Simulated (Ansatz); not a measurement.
WC:
```
WC
1.0
    2.88399     0.00000     0.00000
   -1.44200     2.49761     0.00000
    0.00000     0.00000     2.81218
W C
1 1
Cartesian
  0.00000   0.00000   0.00000
  1.44200   0.83254   1.40609
```

Relaxed with LDA. Special points in fractions of this cell's reciprocal vectors: Γ (0.000, 0.000, 0.000); M (0.500, 0.000, 0.000); K (0.333, 0.333, 0.000); A (0.000, 0.000, 0.500); L (0.500, 0.000, 0.500); H (0.333, 0.333, 0.500).

Q: List the band energies nearest the Fermi level at these points for the program Ansatz at the LDA level (PAW).

A: In eV from the Fermi level; about four levels below and three above (degenerate sets whole), none deeper than 8.9 eV; … stands for higher levels left out; points with the same levels are listed once.

```
k                    below           above
-  -----------------------  --------------
Γ        -4.43 -3.43 -3.43  0.14 3.32 3.32
M  -7.06 -3.71 -3.66 -0.43  2.40 4.66 5.03
K        -6.66 -4.59 -3.53  0.61 1.00 2.09
A  -2.07 -2.07 -0.62 -0.62          3.78 …
L        -6.57 -4.44 -4.14  0.41 4.57 5.50
H  -7.40 -5.44 -1.52 -0.63  4.55 6.71 7.83
```

Space group P-6m2. The LDA relaxation kept the symmetry of its start; of distortions, only those at the zone centre were tested. The run is not spin-polarised. Spin–orbit coupling is left out wherever it is not named.

Potentials: the earlier of the program's two PAW sets.
